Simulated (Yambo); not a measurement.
## N: sweep of GW parameters

G0W0@LDA for N (space group P4_2/mnm, No. 136) in Yambo. Reference settings: 4×4×2 Γ-centred k mesh, 158 bands and a 8 Ry block in the screening, 158 bands in G with the Bruneval-Gonze terminator, plasmon pole fitted at 27.2 eV. The LDA gap A → Γ on this mesh is 6.72 eV; G0W0 gaps are taken between the same points.

```
change from the reference                                  G0W0 gap A → Γ (eV)  shift of the valence edge (eV)        rough Yambo cost
---------------------------------------------------------  -------------------  ------------------------------  ----------------------
reference settings                                                       13.03                           -3.00                       1
32 bands in W, 32 bands in G                                             13.29                           -2.78               about 1/5
wavefunctions cut at 10 Ry                                               12.43                           -2.41               about 1/2
exchange cut at 40 Ry                                                    13.02                           -2.98                       –
32 bands in W, 32 bands in G, 2 Ry block                                 13.52                           -3.02               about 1/7
54 bands in W, 54 bands in G, 5 Ry block                                 13.08                           -2.77               about 1/5
84 bands in W, 84 bands in G, 2 Ry block                                 13.30                           -3.04               about 1/3
84 bands in W, 84 bands in G, 3 Ry block                                 13.16                           -2.90               about 1/3
121 bands in W, 121 bands in G, 3 Ry block                               13.14                           -2.92               about 1/2
121 bands in W, 121 bands in G, 2 Ry block                               13.29                           -3.06               about 1/2
121 bands in W, 121 bands in G, 5 Ry block                               13.01                           -2.86  within a factor of two
121 bands in W, 121 bands in G, 6 Ry block                               13.03                           -2.88  within a factor of two
32 bands in W, 32 bands in G, no terminator                              13.29                           -2.36               about 1/5
54 bands in W, 54 bands in G, 3 Ry block, no terminator                  13.24                           -2.75               about 1/5
121 bands in W, 121 bands in G, 3 Ry block, no terminator                13.15                           -2.88               about 1/2
```

The reference isn't shown to be the converged limit. Costs are rough (shared machines), scaled to the same edge states, and given only for runs that recompute the screening.

Geometry of the Materials Project entry, not relaxed at this level; primitive cell a = b = 4.084 Å, c = 5.346 Å, α = β = γ = 90.00°.

The structure is a Materials Project entry; no match was found in the copy of COD used, and its stability was not checked.

A shift is the quasiparticle energy of the state minus its LDA energy.

The distance between layers or molecules is the database entry's, not relaxed here. Functionals without dispersion can leave it too large, which widens gaps and weakens the response across layers: the numbers belong to this cell.
